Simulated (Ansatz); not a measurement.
TaCo₃ (Pm-3m); total moment held at 1.2 μB.

```
CELL_PARAMETERS angstrom
3.67000 0.00000 0.00000
0.00000 3.67000 0.00000
0.00000 0.00000 3.67000
ATOMIC_POSITIONS crystal
Ta 0.00000 0.00000 0.00000
Co 0.00000 0.50000 0.50000
Co 0.50000 0.00000 0.50000
Co 0.50000 0.50000 0.00000
```

The source of the geometry is a structure as deposited in COD; atoms and cell stay fixed.

Settings: LDA, 9×9×9 k mesh, Fermi–Dirac smearing of 0.08 eV. LAPW is all-electron LAPW in Ansatz 0.2.0. Site moments are integrated in spheres about the atoms. Start moments (μB): Co2 0.4, Co3 0.4, Co4 0.4.

The self-consistent cycle went as follows.

| iteration | Harris–Foulkes energy less the last (meV) | density residual (eV) | M (μB) | ∫|m| (μB) |
| --- | --- | --- | --- | --- |
| 1 | -1403.859 | 4.3e+00 | 1.2000 | 1.3244 |
| 2 | -709.091 | 1.2e-01 | 1.2000 | 1.4084 |
| 3 | -317.190 | 1.4e+00 | 1.2000 | 1.4208 |
| 4 | -71.974 | 4.1e-01 | 1.2000 | 1.4868 |
| 5 | -5.932 | 4.3e-02 | 1.2000 | 1.5715 |
| 6 | -2.796 | 1.8e-02 | 1.2000 | 1.6422 |
| 7 | -0.252 | 4.8e-04 | 1.2000 | 1.6726 |
| 8 | -0.069 | 4.1e-04 | 1.2000 | 1.6686 |
| 9 | -0.006 | 4.5e-05 | 1.2000 | 1.6681 |
| 10 | 0.000 | 5.0e-07 | 1.2000 | 1.6675 |
| 11 | 0.000 | 4.3e-07 | 1.2000 | 1.6671 |
| 12 | 0.000 | 1.1e-07 | 1.2000 | 1.6670 |
| 13 | 0.000 | 2.2e-08 | 1.2000 | 1.6670 |

Site moments (μB): Ta1 -0.14, Co2 0.47, Co3 0.47, Co4 0.47. Cell moment 1.20 μB.

The Ansatz runs typed with the search for lower states off end where their start leads. Spin–orbit coupling is left out although heavy atoms are present. These are results for the start and cell typed. The real compound can order otherwise, in a larger cell, or not at all, since semilocal functionals without spin fluctuations often overstate magnetism; near a collapse of the moment, mesh and smearing move it by tens of per cent.
